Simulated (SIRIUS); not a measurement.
A self-consistent single point of AlGa₃N₄ (Pm, 8 atoms in the cell; from Materials Project mp-1228943, changed as shown) with SIRIUS.

Computed with LDA (PW92), GBRV LDA ultrasoft pseudopotentials (plane waves; SIRIUS 7.12.0).

The change in words: lattice scaled by 1.02. Reference geometry (Pm):
```xyz
8
Lattice="5.1456 0.0000 0.0000 0.0000 3.1671 0.0000 -0.0037 0.0000 5.4836" Properties=species:S:1:pos:R:3 pbc="T T T"
Al     0.0001     1.5835     3.6592
Ga     2.5669     1.5835     1.8381
Ga     2.5651     0.0000     4.5586
Ga     5.1445     0.0000     0.9114
N      0.6121     1.5835     1.8716
N      0.5979     0.0000     4.5257
N      3.1907     0.0000     0.9108
N      3.2526     1.5835     3.6592
```

Reference input (self-consistent single point, DFT, LDA (PW92), plane waves, GBRV LDA ultrasoft pseudopotentials): parameters.ngridk = 4 6 4; parameters.xc_functionals = [XC_LDA_X, XC_LDA_C_PW]; parameters.gk_cutoff = 6.325 1/bohr; parameters.pw_cutoff = 14.143 1/bohr; parameters.smearing = gaussian; parameters.smearing_width = 0.0001 Ha; potentials = GBRV LDA ultrasoft pseudopotentials; parameters.electronic_structure_method = pseudopotential; parameters.num_bands = 48; parameters.num_mag_dims = 0; parameters.num_dft_iter = 100; parameters.energy_tol = 1e-07 Ha. This run's input differs from it in these lines:

```diff
@@ -32,7 +32,7 @@
     "lattice_vectors": [
-      [0.9999999845, 0.0, 0.0],
-      [0.0, 0.6154940349, 0.0],
-      [-0.0007215888, 0.0, 1.0656987664]
+      [1.0000000347, 0.0, 0.0],
+      [0.0, 0.6154941186, 0.0],
+      [-0.0007215392, 0.0, 1.0656987831]
     ],
-    "lattice_vectors_scale": 9.723756,
+    "lattice_vectors_scale": 9.918231,
     "atom_coordinate_units": "lattice",
```

Log, with long lists cut:

```
[find] density tolerance         : 1e-06
[find] total energy tolerance    : 1e-07
[find] iter_solver_tol (initial) : 0.01
[find] iter_solver_tol (target)  : 1e-13
[find] num_dft_iter              : 100
Charges and magnetic moments
--------------------------------------------------------------------------------
total charge          : 80.000000
[find] | SCF iteration   0 out of 100|
[diagonalize] iterative solver tolerance (occupied, empty): 0.01 0.01
[diagonalize] average number of iterations: 2.075
[find] Charges and magnetic moments
[find] total charge          : 80.000000
[find] Energy
   [... lines left out ...]

[find] Charges and magnetic moments
[find] total charge          : 80.000000
[find] Energy
[find] smearing (-TS)                 :      -0.00000000
[find] Total energy                   :    -666.34017725 (Ha),   -1332.68035449 (Ry)
[find] Free energy (E-TS)             :    -666.34017725 (Ha),   -1332.68035449 (Ry)
[find] band gap (eV)                  :       2.00216354
[find] Efermi                         :       0.32541932
[find] iteration : 31, RMS (target) : 5.9743e-07 (1.0000e-06) , energy difference (target) : -2.3647e-11 (1.0000e-07)
[find] bands are converged : true
[find] iterative solver converged : false
[find] converged after 32 SCF iterations!
[find] Charges and magnetic moments
[find] total charge          : 80.000000
[find] Energy
[find] smearing (-TS)                 :      -0.00000000
[find] Total energy                   :    -666.34017725 (Ha),   -1332.68035449 (Ry)
[find] Free energy (E-TS)             :    -666.34017725 (Ha),   -1332.68035449 (Ry)
[find] band gap (eV)                  :       2.00216354
[find] Efermi                         :       0.32541932
[ground_state] === stress tensor components [kbar] ===
[ground_state] === stress_total ===
[ground_state]   149.608318    0.000000    0.181973
[ground_state]     0.000000  152.919652    0.000000
[ground_state]     0.181973    0.000000  153.340820
[ground_state] ==== total Forces in Ha/bohr =====
   [... lines left out ...]
[ground_state] atom:    3, force:      -0.0005406      0.0000000      0.0005429
[ground_state] atom:    4, force:       0.0012623      0.0000000     -0.0029461
[ground_state] atom:    5, force:       0.0021408      0.0000000      0.0025199
[ground_state] atom:    6, force:      -0.0000604      0.0000000      0.0002382
[ground_state] atom:    7, force:      -0.0036743      0.0000000     -0.0002170
```

The run converged in 32 iterations. SIRIUS prints the stress tensor with tension positive. Against the reference run the free energy rises by 42.8 meV/atom, the pressure goes from -5.72 to -15.20 GPa, the largest force goes from 0.204 to 0.189 eV/Å and the gap on the mesh goes from 2.415 to 2.002 eV.

The structure comes from a collection of computed structures, made at another level of theory; the collection holds predicted forms beside known ones.

Cost on one core: roughly 4 core-minutes.

The gap that the log prints is read on the run's mesh, which can miss the band edges or a crossing.
